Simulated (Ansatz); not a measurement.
Structure: Ga4As3P, ordered on the zincblende lattice (P-4m2) with 8 atoms a cell, at its r2SCAN minimum. P has 4 Ga at 2.39 Å; Ga has 2 P at 2.39 Å and 2 As at 2.44 Å; As has 4 Ga at 2.44 Å; Ga has 4 As at 2.44 Å.

Space group P-4m2 (No. 115). a = 3.971 Å, b = 3.971 Å, c = 11.210 Å, α = 90.00°, β = 90.00°, γ = 90.00°

| atom | site | symmetry | x | y | z |
| --- | --- | --- | --- | --- | --- |
| P | 1a | -4m2 | 0.0000 | 0.0000 | 0.0000 |
| Ga | 2g | 2mm. | 0.0000 | 0.5000 | 0.8814 |
| As | 2f | 2mm. | 0.5000 | 0.5000 | 0.7542 |
| Ga | 2g | 2mm. | 0.5000 | 0.0000 | 0.6272 |
| As | 1d | -4m2 | 0.0000 | 0.0000 | 0.5000 |

4 runs of Ansatz on this cell differ in the functional (and in the settings that go with it). Levels are in eV from each run's valence top; v1 is the last filled band, c1 the first empty one.

Run A, mean stress +0.7 GPa (compression positive):
```tsv
point	v5	v3	v1	c1	c2	c3
Γ	-1.70	0.00	0.00	1.69	2.11	2.24
X	-1.24	-1.19	-1.09	1.91	1.91	3.51
M	-3.61	-2.89	-2.83	1.99	2.23	2.38
```

Run B, mean stress +2.7 GPa (compression positive):
```tsv
point	v5	v3	v1	c1	c2	c3
Γ	-1.58	-0.02	0.00	0.77	1.49	1.53
X	-1.15	-1.10	-1.01	1.12	1.13	2.67
M	-3.35	-2.67	-2.62	1.39	1.63	1.69
```

Run C, mean stress 0.0 GPa (compression positive):
```tsv
point	v5	v3	v1	c1	c2	c3
Γ	-1.64	-0.02	0.00	1.27	1.77	1.80
X	-1.20	-1.15	-1.05	1.49	1.49	3.02
M	-3.46	-2.77	-2.72	1.66	1.92	1.98
```

Run D, mean stress +0.5 GPa (compression positive):
```tsv
point	v5	v3	v1	c1	c2	c3
Γ	-1.76	-0.02	0.00	2.29	2.75	2.89
X	-1.27	-1.23	-1.14	2.53	2.53	4.17
M	-3.70	-2.96	-2.89	2.62	2.87	3.02
```

Question: Match the runs to PBE, r2SCAN, HSE06, PBE0.

Answer: A is HSE06, B is PBE, C is r2SCAN, D is PBE0. In order of the gap: PBE 0.77, r2SCAN 1.27, HSE06 1.69, PBE0 2.29 eV. The stress vanishes for r2SCAN, which relaxed the cell.

All values are calculated for a non-magnetic cell, which may be hypothetical.

The runs are scalar-relativistic, without spin-orbit coupling.

The program warns that its thresholds are loose for a hybrid's stress.

The meshes of the hybrids are coarse, so their gaps aren't converged to the digits shown.
